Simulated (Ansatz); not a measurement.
Ta₂Si in space group I4/mcm (No. 140; Ta on 8h, Si on 4a) at seven volumes, LDA in the plane-wave PAW code Ansatz, shape and atoms relaxed at each. One row is withheld.

| V (Å³/atom) | P (GPa) |
|---|---|
| 14.098 | 26.90 |
| 14.563 | 16.55 |
| 15.027 | 7.65 |
| 15.492 | -0.01 |
| 15.957 | ? |
| 16.422 | -12.17 |
| 16.886 | -17.01 |

### Question
Fit the shown pressures and predict the withheld one.

### Answer
P = (3/2)B₀(x^(7/2) − x^(5/2))[1 + (3/4)(B′ − 4)(x − 1)] with x = (V₀/V)^(2/3). Least squares on the six rows gives V₀ = 15.493 Å³/atom, B₀ = 235 GPa, B′ = 4.07. At V = 15.957, x = 0.9805 and P = -6.53 GPa. The run itself gave -6.55 GPa.

The first step of the workflow began from a Materials Project structure, measured or hypothetical; the Crystallography Open Database copy checked does not list it. Whether it is the stable phase at ambient conditions was not checked. The LDA relaxation kept the symmetry of its start; of distortions, only those at the zone centre were tested. The run is not spin-polarised. Spin–orbit coupling is left out wherever it is not named.

Potentials: the later of the program's two PAW sets.
